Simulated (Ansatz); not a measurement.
An Ansatz (a program for electronic structure) run. Input:

Ansatz 0.2 input:
```yaml
crystal:
  lattice:
    - [5.2635014808, 0.0, 0.0]
    - [0.0, 4.0056147773, 0.0]
    - [0.0, 0.0, 7.3894936919]
  atoms:
    - { symbol: Si, position: [0.2997225007, 0.25, 0.9023491098] }
    - { symbol: Si, position: [0.7002774993, 0.75, 0.0976508902] }
    - { symbol: Si, position: [0.2002774993, 0.75, 0.4023491098] }
    - { symbol: Si, position: [0.7997225007, 0.25, 0.5976508902] }
    - { symbol: Ru, position: [0.5140482862, 0.75, 0.7875427986] }
    - { symbol: Ru, position: [0.4859517138, 0.25, 0.2124572014] }
    - { symbol: Ru, position: [0.9859517138, 0.25, 0.2875427986] }
    - { symbol: Ru, position: [0.0140482862, 0.75, 0.7124572014] }
    - { symbol: Ru, position: [0.8330327986, 0.25, 0.9346052684] }
    - { symbol: Ru, position: [0.1669672014, 0.75, 0.0653947316] }
    - { symbol: Ru, position: [0.6669672014, 0.75, 0.4346052684] }
    - { symbol: Ru, position: [0.3330327986, 0.25, 0.5653947316] }
kpoints:
  mp_grid: { grid: [8, 10, 6] }
hamiltonian:
  xc: r2scan
  pseudopotentials: { kind: paw }
scf:
  occupations: { method: gaussian, width: 0.05 }
checkpoint: { read: metal.run }
output: { bader: true, populations: true }
```

Output (shortened):

```
Pseudopotential: Si, paw, valence charge 4
Pseudopotential: Ru, paw, valence charge 16
Functional definition: r2SCAN
Crystal: 12 atoms, lattice volume = 155.797 Å³
Basis set: ecut = 500 eV, 3951 PW (Γ), exchange–correlation on 160×120×216 points (64 copies of the dense FFT grid, shifted against one another)
Bands: 87, of which v1, the nominal top of the filled ones, is band 72 counted from 1 (71 counted from 0)
Symmetry: 8 space group operations
Space group: Pnma (ITA 62), of the structure as read, at distance tolerance 5.4e-5 Å
k-points: 120 of 480
Stability of the state it starts from, as read at its close in the unpolarized treatment …
iter 1 solved again at ethr=8.92e-8 eV; its pass at ethr=3.10e-3 eV (dr2=1.28e-4 eV) is discarded
SCF iter   1: F=—  HF=-49686.726445 eV  |F-HF|=—  |Δ(HF+E_count)|=         —  Δρ=3.20e-7  dr2=1.23e-10  dr2_τ=1.17e-11  ethr=8.92e-8  ⟨swp⟩=3.0  Hψ=68329  notcnv=0
preconditioner: auto → Kerker (q_TF=auto, 2.693 Å⁻¹)
SCF iter   2: F=—  HF=-49686.726443 eV  |F-HF|=—  |Δ(HF+E_count)|=   1.77e-6  Δρ=1.50e-7  dr2=2.92e-11  dr2_τ=1.28e-11  ethr=1.00e-12  ⟨swp⟩=7.5  Hψ=40096  notcnv=0
SCF iter   3: F=-49686.726443 eV  HF=-49686.726443 eV  |F-HF|=1.46e-11  |Δ(HF+E_count)|=  1.46e-11  Δρ=9.44e-8  dr2=1.10e-11  dr2_τ=7.22e-13  ethr=1.00e-12  ⟨swp⟩=1.0  Hψ=21398  notcnv=0
SCF 1 converged in 3 iterations: F = -49686.726443 eV  dr2 = 1.10e-11
SCF converged after 3 iterations
Free energy (F): -49686.726443 eV
Harris-Foulkes:  -49686.726443 eV  (|F-HF|=1.46e-11)
Internal energy: -49686.713810 eV  (E = F + TS)
E sigma→0 (E₀):  -49686.720126 eV
Entropy (-TS):   -0.012633 eV (-1.053 meV/atom)
Fermi energy:    20.043555 eV
--- Per-component energies (eV) ---
  E_band       = -716.591252
  E_kinetic    = 4309.920486
  E_local      = -12314.972576  (includes V_loc(G=0)·N_el)
  E_nonlocal   = 2845.844828
  E_hartree    = 4239.968662
  E_xc         = -1691.466461
  E_vxc        = -2353.764825  (∫ρ·V_xc dr)
  E_paw        = -29913.847358  (= ΣΔE_a)
  E_vpaw       = -1844.004791  (= ΣTr[D̂ρ^β])
  E_aug_tail   = 0.000648  (compensation charges beyond the density's cutoff)
  E_vtau       = 160.447831  (kinetic-family band-sum trace: ∫τ·v_τ [+ j·A + Jᵃ·Aᵃ] dr)
  E_ewald      = -17159.368663
  E_core_change = -2.793377  (= ΣΔE_core)
  E_smearing   = -0.012633  (= −TS)
  E_closure    = 0.000000  (closes the sum)
  Σ components = -49686.726443   (vs F -49686.726443, Δ=0.00e0)
  [band-id]    e_kinetic+e_local+e_nonlocal+2·e_hartree+e_vxc+e_vpaw+e_augmentation_tail+e_vtau = -716.591072   (vs E_band -716.591252, Δ=1.80e-4)
--- Band table (eV; the first three rows and the last of 120) ---
  k-point 0: bands = ["-54.7012", "-54.6482", "-54.6237", "-54.5918", "-54.5857", "-54.5811", "-54.5783", "-54.5671", "-24.3352", "-24.2571", "-24.1698", "-24.1162", "-24.0910", "-24.0483", "-23.9763", "-23.9522", "-23.9511", "-23.9317", "-23.9080", …
  k-point 1: bands = ["-54.6990", "-54.6564", "-54.6159", "-54.5920", "-54.5856", "-54.5808", "-54.5785", "-54.5690", "-24.3310", "-24.2636", "-24.1687", "-24.1052", "-24.0857", "-24.0737", "-23.9770", "-23.9542", "-23.9520", "-23.9444", "-23.8829", …
  k-point 2: bands = ["-54.6927", "-54.6700", "-54.6039", "-54.5927", "-54.5845", "-54.5802", "-54.5790", "-54.5741", "-24.3187", "-24.2801", "-24.1612", "-24.1118", "-24.0767", "-24.0700", "-24.0130", "-23.9942", "-23.9298", "-23.9258", "-23.8465", …
  k-point 119: bands = ["-54.6281", "-54.6281", "-54.6281", "-54.6281", "-54.5910", "-54.5910", "-54.5910", "-54.5910", "-24.1697", "-24.1697", "-24.1697", "-24.1697", "-24.0698", "-24.0698", "-24.0698", "-24.0698", "-23.9430", "-23.9430", "-23.9430", …
--- Löwdin populations: 12 sites ---
  site symbol       q [e]
     0     Si      3.9399
     1     Si      3.9399
     2     Si      3.9399
     3     Si      3.9399
     4     Ru     15.8727
     5     Ru     15.8727
     6     Ru     15.8727
     7     Ru     15.8727
     8     Ru     15.9347
     9     Ru     15.9347
    10     Ru     15.9347
    11     Ru     15.9347
  spilling = 0.007020 (of n_electrons = 144.000000)
--- Bader charges: 12 sites ---
  site symbol  charge [e]  shift [e]
     0     Si      0.7469     0.0075
     1     Si      0.7469     0.0075
     2     Si      0.7469     0.0075
     3     Si      0.7469     0.0075
     4     Ru     -0.3227     0.0039
     5     Ru     -0.3227     0.0039
     6     Ru     -0.3227     0.0039
     7     Ru     -0.3227     0.0039
     8     Ru     -0.4242     0.0035
     9     Ru     -0.4242     0.0035
    10     Ru     -0.4242     0.0035
    11     Ru     -0.4242     0.0035
  shift: an alarm, by how much a part of what the PAW files miss would move the charge. Where it is large, compare
  with a run on PAW files of another source; a small one proves nothing
  estimated error of the sums over rays = 9.1e-4 e
```

Cost: about 7 core-minutes (a rough figure) on shared cores.

The workflow started from a Materials Project entry (that database holds measured and hypothetical structures alike); the Crystallography Open Database copy checked does not list it. Whether it is the stable phase at ambient conditions was not checked. The cell was relaxed with r²SCAN under the symmetry of its start; its stability against distortions is not shown here. The run is not spin-polarised. Spin–orbit coupling is left out wherever it is not named.

Potentials: the later of the program's two PAW sets.

Ansatz is a plane-wave DFT program.
